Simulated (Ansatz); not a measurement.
W₂N (anti-CdI2 type, P-3m1), plane-wave PAW r²SCAN (Ansatz code), all energies at zero smearing, with the estimated change up to a 700 eV cutoff added, with one set of potentials and settings (totals compare only within such a set). Cell of 3 atoms (1 N, 2 W): -21179.285 eV.

```tsv
element	reference phase	E (eV/atom)
N	Pa-3, 8 atoms in the cell	-384.8315
W	Im-3m, 1 atoms in the cell	-10397.2967
```

Formation energy per atom, worked out: (-21179.285 − 1×(-384.8315) − 2×(-10397.2967))/3 = 0.047 eV/atom (4 kJ per mol of atoms), at 0 K, without zero-point energy or fitted corrections.

The cell is a constructed one: a structure type filled with these elements; neither database checked (COD, Materials Project) lists it. Its standing as an ambient phase is unchecked. Symmetry was held in the r²SCAN relaxation; whether a distortion lowers the energy is not shown. The run is not spin-polarised. The references are the lowest solids computed at this level, not always the standard phases (solids in place of the gases). Spin–orbit coupling is left out wherever it is not named.

Potentials: the later of the program's two PAW sets.
